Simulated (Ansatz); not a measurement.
# V, first-principles data

V:
```yaml
crystal:
  lattice:
    - [0.00000, 2.84248, 2.84248]
    - [2.84248, 0.00000, 2.84248]
    - [2.84248, 2.84248, 0.00000]
  atoms:
    - { symbol: V, position: [0.00000, 0.00000, 0.00000] }
    - { symbol: V, position: [0.25000, 0.25000, 0.25000] }
```
The run is spin-polarised; directions of the spins, atom by atom: ↑ ↑.

Space group Fd-3m (No. 227), diamond; conventional cell a = 5.685 Å, b = 5.685 Å, c = 5.685 Å, α = 90.00°, β = 90.00°, γ = 90.00°.

Method: r²SCAN (plane waves, PAW; program Ansatz). Structure relaxed to zero pressure with the same functional. Other levels are named where they apply.

Cell and energy:

* **Volume per atom**: 22.97 Å³
* **Density**: 3.68 g/cm³

Electronic structure:

Electronic character: metallic (no gap)
Density of states at the Fermi level: 0.87 states/eV per atom (mean over ±0.08 eV)

Magnetism:

Magnetic order: ferromagnetic
Net moment: 3.15 μB per atom

The start of the workflow was typed in or built on a structure type; neither database checked (COD, Materials Project) lists it. It is not the phase usual at ambient conditions (space group No. 229). The r²SCAN relaxation kept the symmetry of its start; whether a distortion lowers the energy is not shown. The final state is ferromagnetic, chosen from 4 collinear starts compared on coarse meshes (ties went to the first, and starts can fall back to one state), not a proven ground state. The program gave a warning on the electronic state, which may not be the lowest.

Potentials: the earlier of the program's two PAW sets.
